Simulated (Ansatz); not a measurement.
One crystal and one scan (scan of one atom of the cell) at two levels, PBE (plane waves to 420 eV, PAW, scalar-relativistic; Ansatz, a first-principles code) and r2SCAN (plane waves to 500 eV, PAW, scalar-relativistic; Ansatz), each from its own relaxed cell and on its own mesh.

The crystal is CdTe (zinc blende); one Te atom of a 2-atom cell moves by s along Cartesian z, with its periodic images.

Energies are smeared free energies. CdTe was relaxed with its symmetry unable to fall. Spin-orbit coupling is left out, though Te is heavy.

```tsv
quantity	run 1	run 2
Lattice constant a (Å)	6.618	6.558
Band gap of the relaxed cell, no spin-orbit coupling (eV)	0.59	1.17
Force constant k = d²E/ds² at s = 0 (finite differences) (eV/Å²)	3.72	4.07
Zone-centre optical wavenumber from k (transverse: no LO-TO term) (cm⁻¹)	130	136
```

### Question
Which run is which level?

### Answer
Run 1 is PBE, run 2 is r2SCAN. PBE gives the higher value for: lattice constant a. PBE gives the lower value for: band gap of the relaxed cell, no spin-orbit coupling; force constant k = d²E/ds² at s = 0; zone-centre optical wavenumber from k. Both give the same shape of the curve: a single well with its minimum at or next to zero displacement. Neither level is exact: the differences show how much the result hangs on the functional.

(For displaced atoms, the force is minus the slope of the energy, and its curvature is a force constant, which sets phonon frequencies.)
